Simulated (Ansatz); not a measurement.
Consider the following.

KI (rock salt, space group No. 225), a = b = c = 7.182 Å, α = β = γ = 90.00°; the cell used has 2 atoms.

This is the PBE-relaxed structure.

Problem. All from DFT-PBE in the program Ansatz with PAW potentials, unless another level is named. Give the Bader charges.

Solution. K +0.82, I -0.82 e.

Problem. Give the electronic dielectric constant ε∞ (DFPT).

Solution. 2.80.

Problem. Give the static dielectric constant ε0 (ions relaxed, cell fixed).

Solution. 5.88.

Problem. What about the Born charges (a third of the trace)?

Solution. K +1.16, I -1.16 e.

Space group Fm-3m (rock salt). The PBE relaxation kept the symmetry of its start; phonons on a q-mesh show no instability. Scalar-relativistic: spin–orbit coupling is off unless named, which matters more the heavier the elements.

Potentials: the later of the program's two PAW sets.
